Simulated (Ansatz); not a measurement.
GaNi3N:
```yaml
crystal:
  lattice:
    - [3.73031, 0.00000, 0.00000]
    - [0.00000, 3.73031, 0.00000]
    - [0.00000, 0.00000, 3.73031]
  atoms:
    - { symbol: Ga, position: [0.00000, 0.00000, 0.00000] }
    - { symbol: N, position: [0.50000, 0.50000, 0.50000] }
    - { symbol: Ni, position: [0.00000, 0.50000, 0.50000] }
    - { symbol: Ni, position: [0.50000, 0.50000, 0.00000] }
    - { symbol: Ni, position: [0.50000, 0.00000, 0.50000] }
```

This is the PBEsol-relaxed structure.

**Question.** All from PBEsol (plane waves, PAW; program Ansatz), unless another level is named. Estimate the electronic character.

**Answer.** metallic (no gap).

**Question.** And the formation energy from the elements (no fitted shifts)?

**Answer.** -0.21 eV/atom.

**Question.** Predict the density of states at the Fermi level.

**Answer.** 0.34 states/eV per atom (mean over ±0.08 eV).

**Question.** And the gap with spin–orbit coupling?

**Answer.** none (metallic).

Space group Pm-3m (anti-perovskite). A made-up cell: these elements were put on the sites of a structure type; neither database checked (COD, Materials Project) lists it. Its standing as an ambient phase is unchecked. The PBEsol relaxation kept the symmetry of its start; phonons show weakly imaginary modes. The workflow began spin-polarised and lost its moments. The references are the lowest solids computed at this level, not always the standard phases (solids in place of the gases). Spin–orbit coupling is left out wherever it is not named.

Potentials: the earlier of the program's two PAW sets. The files were generated under PBE; for other functionals the program regenerates the frozen cores, and for LDA and PBEsol the local potential too.
